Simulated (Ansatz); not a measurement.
## KMgF3: levels along high-symmetry lines

```
K Mg F
1.0
     3.98590    0.00000    0.00000
     0.00000    3.98590    0.00000
     0.00000    0.00000    3.98590
K Mg F
1 1 3
Direct
  0.50000 0.50000 0.50000
  0.00000 0.00000 0.00000
  0.50000 0.00000 0.00000
  0.00000 0.50000 0.00000
  0.00000 0.00000 0.50000
```

Atoms are numbered in the order listed.

Conventional cell: a = 3.986 Å, b = 3.986 Å, c = 3.986 Å, α = 90.00°, β = 90.00°, γ = 90.00°. K (atom 1) is surrounded by 12 F at 2.82 Å. Around Mg (atom 2) lie 6 F at 1.99 Å. Around F (atom 3) lie 2 Mg at 1.99 Å.

The cell is COD entry 9006363, as deposited and not checked against the literature; nothing was relaxed.

Level of theory: Ansatz 0.2.0, DFT, PBE, all-electron LAPW, scalar-relativistic.

Sampling and basis: a Γ-centred 6×6×6 k mesh, Fermi–Dirac smearing of 0.03 eV, basis error target 1 meV/atom, no spin polarisation.

Points in fractions of the reciprocal vectors of this cell: Γ (0, 0, 0), X (0, 0.5, 0), M (0.5, 0.5, 0), R (0.5, 0.5, 0.5). The path joins them by straight lines in the order Γ–X–M–Γ–R–X–R–M; legs that retrace an earlier one aren't tabulated. Energies are in eV from the top of the valence band.

Problem. Metal or insulator at this level of theory?

Solution. An insulator or semiconductor: gap 7.32 eV, indirect from R (0.5, 0.5, 0.5) to Γ.

Problem. Tabulate bands 22 to 27, counted from the lowest band of the run, along the path.

Solution. 
```csv
k (1/Å),point,band 22,band 23,band 24,band 25,band 26,band 27
0.00,Γ,-0.32,-0.32,-0.32,7.32,10.09,10.09
0.11,,-0.37,-0.33,-0.33,7.42,10.14,10.15
0.23,,-0.51,-0.36,-0.36,7.68,10.27,10.30
0.34,,-0.71,-0.40,-0.40,8.09,10.47,10.53
0.45,,-0.76,-0.45,-0.45,8.60,10.70,10.75
0.56,,-0.81,-0.49,-0.49,9.17,10.84,10.91
0.68,,-0.85,-0.52,-0.52,9.74,10.71,11.06
0.79,X,-0.86,-0.53,-0.53,10.13,10.47,11.12
0.90,,-0.69,-0.55,-0.54,10.19,10.49,11.16
1.01,,-0.60,-0.57,-0.51,10.37,10.57,11.30
1.13,,-0.69,-0.62,-0.35,10.65,10.68,11.53
1.24,,-0.80,-0.69,-0.21,10.79,10.99,11.83
1.35,,-0.91,-0.76,-0.11,10.87,11.33,12.17
1.46,,-0.90,-0.84,-0.04,10.91,11.59,12.49
1.58,M,-0.89,-0.89,-0.02,10.92,11.69,12.64
1.74,,-0.91,-0.81,-0.06,10.86,11.52,12.48
1.89,,-0.82,-0.71,-0.16,10.37,11.33,12.10
2.05,,-0.65,-0.62,-0.27,9.56,11.12,11.55
2.21,,-0.59,-0.51,-0.34,8.73,10.79,10.98
2.37,,-0.60,-0.41,-0.34,8.01,10.45,10.51
2.53,,-0.43,-0.34,-0.33,7.51,10.19,10.20
2.69,Γ,-0.32,-0.32,-0.32,7.32,10.09,10.09
2.89,,-0.49,-0.33,-0.33,7.59,10.24,10.24
3.08,,-0.51,-0.36,-0.36,8.30,10.66,10.66
3.28,,-0.39,-0.36,-0.36,9.22,11.19,11.19
3.47,,-0.32,-0.32,-0.25,10.05,11.42,11.42
3.67,,-0.20,-0.20,-0.12,10.48,11.06,11.06
3.86,,-0.06,-0.06,-0.03,10.50,10.63,10.63
4.06,R,0.00,0.00,0.00,10.45,10.45,10.45
4.22,,-0.05,-0.04,-0.02,10.49,10.57,10.57
4.37,,-0.18,-0.15,-0.07,10.59,10.83,10.90
4.53,,-0.31,-0.30,-0.16,10.68,11.02,11.37
4.69,,-0.47,-0.42,-0.29,10.71,10.90,11.88
4.85,,-0.63,-0.48,-0.46,10.56,10.63,11.48
5.01,,-0.65,-0.60,-0.51,10.25,10.52,11.21
5.17,X,-0.86,-0.53,-0.53,10.13,10.47,11.12
6.29,R,0.00,0.00,0.00,10.45,10.45,10.45
6.40,,-0.03,-0.03,0.00,10.48,10.51,10.51
6.51,,-0.11,-0.11,0.00,10.54,10.68,10.68
6.62,,-0.24,-0.24,-0.01,10.64,10.96,10.96
6.74,,-0.40,-0.40,-0.01,10.74,11.31,11.31
6.85,,-0.58,-0.58,-0.02,10.84,11.74,11.74
6.96,,-0.76,-0.76,-0.02,10.90,11.75,12.21
7.07,M,-0.89,-0.89,-0.02,10.92,11.69,12.64
```

Kohn–Sham gaps of semilocal functionals usually fall short of measured ones.
